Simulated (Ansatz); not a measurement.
## Computed properties of BAs

BAs:
```
BAs
1.0
    5.92207     0.00000     0.00000
    0.00000     5.92207     0.00000
    0.00000     0.00000     5.92207
B As
6 6
Direct
  0.25000   0.00000   0.50000
  0.50000   0.25000   0.00000
  0.50000   0.75000   0.00000
  0.75000   0.00000   0.50000
  0.00000   0.50000   0.75000
  0.00000   0.50000   0.25000
  0.25000   0.50000   0.00000
  0.00000   0.25000   0.50000
  0.00000   0.75000   0.50000
  0.75000   0.50000   0.00000
  0.50000   0.00000   0.75000
  0.50000   0.00000   0.25000
```

Space group Pm-3n (No. 223); conventional cell a = b = c = 5.9221 Å, α = β = γ = 90.00°.

Method: plane-wave PAW PBE (Ansatz code). Structure relaxed to zero pressure with the same functional. Other levels are named where they apply.

**Cell and energy**

```yaml
volume_per_atom: 17.31 Å³
density: 4.11 g/cm³
Formation energy from the elements (no fitted shifts): 0.23 eV/atom
```

**Electronic structure**

```yaml
band_gap: 0.57 eV (indirect)
valence_band_maximum: at Γ
conduction_band_minimum: on the Γ–X line, 83 % of the way from Γ (6 equivalent valleys)
smallest_direct_gap_on_the_standard_path: 0.94 eV
electron_effective_mass: 0.34, 0.34, 0.67 mₑ (principal values)
Electron effective mass with spin–orbit coupling: 0.34, 0.34, 0.67 mₑ (principal values)
Hole effective mass, band 1 of 3 at the edge: 1.2 along [100], 1.2 along [110], 0.52 along [111] (mₑ)
Hole effective mass, band 2 of 3 at the edge: 1.2 along [100], 0.40 along [110], 0.52 along [111] (mₑ)
Hole effective mass, band 3 of 3 at the edge: 0.14 along [100], 0.18 along [110], 0.20 along [111] (mₑ)
Hole effective mass with spin–orbit coupling, band 1 of 2 at the edge: 1.2 along [100], 0.64 along [110], 0.52 along [111] (mₑ)
Hole effective mass with spin–orbit coupling, band 2 of 2 at the edge: 0.20 along [100], 0.23 along [110], 0.25 along [111] (mₑ)
Gap with spin–orbit coupling: 0.52 eV
```

**Mechanics**

```yaml
Bulk modulus (Birch–Murnaghan fit): 991 kbar
Pressure derivative B′: 4.1
```

The start of the workflow was typed in or built on a structure type; neither database checked (COD, Materials Project) lists it. It is not the phase usual at ambient conditions (space group No. 216). The PBE relaxation kept the symmetry of its start; whether a distortion lowers the energy is not shown. Its formation energy is positive at this level, so the cell may be metastable or incomplete. The references are the lowest solids computed at this level, not always the standard phases. Scalar-relativistic: spin–orbit coupling is off unless named, which matters more the heavier the elements.

Potentials: the later of the program's two PAW sets.
